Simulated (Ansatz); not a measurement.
**GaSb (F-43m): lattice vibrations**

```
CELL_PARAMETERS angstrom
0.00000 3.05496 3.05496
3.05496 0.00000 3.05496
3.05496 3.05496 0.00000
ATOMIC_POSITIONS crystal
Ga 0.00000 0.00000 0.00000
Sb 0.75000 0.75000 0.75000
```

Conventional cell: a = 6.110 Å, b = 6.110 Å, c = 6.110 Å, α = 90.00°, β = 90.00°, γ = 90.00°. Ga (atom 1) is surrounded by 4 Sb at 2.65 Å. Sb (atom 2) has 4 Ga at 2.65 Å as nearest neighbours.

Computed, not measured; unless marked otherwise by PBEsol, all-electron LAPW in Ansatz 0.2.0, scalar-relativistic. k mesh 10×10×10, Fermi-Dirac smearing of 0.100 eV, basis error target 0.5 meV/atom. The cell was relaxed by PAW under this functional.

Atoms are displaced by 0.01 Å in the smallest supercells that hold the wave vectors of a 2×2×2 mesh. Negative values stand for unstable modes.

Question: What are the phonon energies at the solved wave vectors, in THz?

Answer: 

```json
{"q": "0.000 0.000 0.000", "point": "Gamma", "modes (THz)": "6.56 (×3)"}
{"q": "0.500 0.000 0.000", "point": "L", "modes (THz)": "1.25 (×2), 4.49, 5.88, 6.39 (×2)"}
{"q": "0.500 0.500 0.000", "point": "X", "modes (THz)": "1.54 (×2), 4.66, 6.09, 6.12 (×2)"}
```

Question: Is the structure dynamically stable at these wave vectors?

Answer: Yes, no mode is unstable there; wave vectors off this mesh aren't tested.

Question: How do the optical zone-centre modes decompose, and which are active?

Answer: Point group -43m: Γ_opt = T2.

```json
{"label": "T2", "THz": "6.56", "activity": "IR and Raman", "mostly": "Ga (64 %)"}
```

In a metal the activity is that of symmetry alone; free carriers screen the infrared modes.

Question: How well do frozen-core PAW files reproduce these all-electron values?

Answer: With a cutoff of 420 eV and displacements of 0.0025 Å, the r.m.s. difference over the modes is 0.0 cm⁻¹; the largest difference is 213.2 (PAW) against 213.1 cm⁻¹ (LAPW).

Question: The cell is scaled evenly to 55.882 and 58.163 Å³ (from 57.022), with free atoms relaxed and the shape held. What are the mode Grüneisen parameters γ = −d ln ω/d ln V?

Answer: For the highest mode, 224.7 cm⁻¹ in the small cell and 212.9 in the large one give γ ≈ 1.35. From the change of the dynamical matrix on each mode:

```tsv
point	cm⁻¹	γ
Gamma	218.7	1.35
L	41.6	-1.79
L	149.8	0.92
L	196.0	1.46
L	213.1	1.49
X	51.3	-2.21
X	155.5	1.30
X	203.2	1.10
X	204.2	1.72
```

Weighted by the modes' heat capacities at 300 K, the mean on this mesh is 0.29; it moves with the q mesh, and a coarse one overweights the zone boundary. Rows under −0.05 (2 here) are modes that soften under compression and pull towards negative thermal expansion.

Limits of these numbers: the gap is closed or tiny at this level, so small that the run used smearing; responses move with mesh and smearing; the frozen-core PAW files of the compared runs were fitted under PBE, their cores solved anew for this functional; field response not resolved by the mesh; responses of metals move with mesh and smearing.
